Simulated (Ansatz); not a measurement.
**K$_{2}$SeF$_{6}$: reading a single point**

```yaml
crystal:
  lattice:
    - [2.91679, 5.05202, 0.00000]
    - [-2.91679, 5.05202, 0.00000]
    - [0.00000, 0.00000, 4.74332]
  atoms:
    - { symbol: K, position: [0.33333, 0.33333, 0.69254] }
    - { symbol: K, position: [0.66667, 0.66667, 0.30746] }
    - { symbol: Se, position: [0.00000, 0.00000, 0.00000] }
    - { symbol: F, position: [0.15549, 0.15549, 0.22237] }
    - { symbol: F, position: [0.68901, 0.15549, 0.22237] }
    - { symbol: F, position: [0.15549, 0.68901, 0.22237] }
    - { symbol: F, position: [0.31099, 0.84451, 0.77763] }
    - { symbol: F, position: [0.84451, 0.84451, 0.77763] }
    - { symbol: F, position: [0.84451, 0.31099, 0.77763] }
```

The numbers come from plane-wave PAW DFT (Ansatz): PBE, no spin polarisation, 420 eV, 5×5×6 Γ-centred k points, cold occupations (width 0.0111 eV). Nothing was relaxed.

- Contacts: Se–F at 1.89 Å: least valence density 0.86 e/Å³ and ELF 0.42 there. K–F at 2.86 Å: least valence density 0.07 e/Å³ and ELF 0.02 there, a closed-shell (ionic or weak) contact. These are pseudo-fields; inside the PAW spheres they differ from the all-electron ones.
- Charges: Bader charges in e: K +0.91, Se +2.36, F -0.70. In the mean Se gives up most and F takes most.
- Forces: The largest is on F4 (and as large on other atoms): 1.52 eV/Å, components (0.00, 1.29, 0.80). It makes 178° with the line to a nearest neighbour, Se3 at 1.89 Å, pointing away from it.
- Band edges: Within 0.7 eV of the edges, the states project mainly on F p (71 %) and Se s (25 %) below the gap and on Se p (58 %) and F p (28 %) above it.
- Formation energy: -2.22 eV an atom against the elements' usual phases (free molecules for gases, crystals otherwise, with no correction for O₂ or N₂), so it is bound against them; other compounds may still compete. Relaxing would lower it.
- Electronic structure: The gap is 4.32 eV, indirect (the least direct gap found is 4.69 eV). A semilocal functional usually gives too small a gap.
- Stress: The pressure is 7.1 GPa (compression positive), so with the atoms held at these fractions the cell would first expand; the forces are large, so a full relaxation may end otherwise.

Origin: a known structure type with other elements, at an estimated volume, so it need not be a known compound. Caveats: atoms or cell far from equilibrium.
